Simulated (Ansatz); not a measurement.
Ba$_{2}$NCl in space group R-3m (No. 166; Ba on 6c, N on 3b, Cl on 3a), the program Ansatz at the r²SCAN level (PAW). The conduction-band minimum lies at F, with 3 equivalent valleys. Second derivatives d²E/dk² of the lowest band at one valley (eV·Å²), along Cartesian directions:

```csv
direction,d²E/dk²
[100],11.51
[010],16.11
[001],12.30
[110],9.820
[101],7.514
[011],11.67
```

Find the principal effective masses, the density-of-states mass and the conductivity mass.

Off-diagonal terms follow from H_xy = H[110] − (H_xx + H_yy)/2, and m*/mₑ = 7.620 eV·Å² over each eigenvalue: 0.41, 0.47, 1.4. One valley's DOS mass (m₁m₂m₃)^(1/3) = 0.65, conductivity mass 3/(Σ 1/mᵢ) = 0.57 mₑ.

What effective density of states Nc follows at 300 K for parabolic valleys?

Nc = 2.509e19 × 3 × (0.65)^(3/2) ≈ 3.9e19 cm⁻³.

The first step of the workflow began from a Materials Project structure, measured or hypothetical; the Crystallography Open Database copy checked does not list it. Whether it is the stable phase at ambient conditions was not checked. The cell was relaxed with r²SCAN under the symmetry of its start; whether a distortion lowers the energy is not shown. Scalar-relativistic: spin–orbit coupling is off unless named, which matters more the heavier the elements.

Potentials: the later of the program's two PAW sets.

Edges and masses are those of Kohn–Sham bands, whose gap is no quasiparticle gap.
